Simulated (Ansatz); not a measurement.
HfGaPd in space group P-62c (No. 190; Hf on 6h, Ga on 6g, Pd on 4f, Pd on 2b), r²SCAN in the plane-wave PAW code Ansatz, all energies at zero smearing, with the estimated change up to a 700 eV cutoff added, with one set of potentials and settings (totals compare only within such a set). Cell of 18 atoms (6 Hf, 6 Ga, 6 Pd): -159068.028 eV.

```
element                reference phase  E (eV/atom)
-------  -----------------------------  -----------
Hf       P6_3/mmc, 2 atoms in the cell  -15733.0631
Ga           Cmce, 4 atoms in the cell   -3790.2689
Pd          Fm-3m, 1 atoms in the cell   -6985.7456
```

Formation energy per atom, worked out: (-159068.028 − 6×(-15733.0631) − 6×(-3790.2689) − 6×(-6985.7456))/18 = -0.753 eV/atom (-73 kJ per mol of atoms), at 0 K, without zero-point energy or fitted corrections.

The workflow started from a Materials Project entry (that database holds measured and hypothetical structures alike); the Crystallography Open Database files this formula in space group No. 190, but the cells were not matched. Its standing as an ambient phase is unchecked. Symmetry was held in the r²SCAN relaxation; whether a distortion lowers the energy is not shown. No spin polarisation was allowed. The references are the lowest solids computed at this level, not always the standard phases. Scalar-relativistic: spin–orbit coupling is off unless named, which matters more the heavier the elements.

Potentials: the later of the program's two PAW sets.
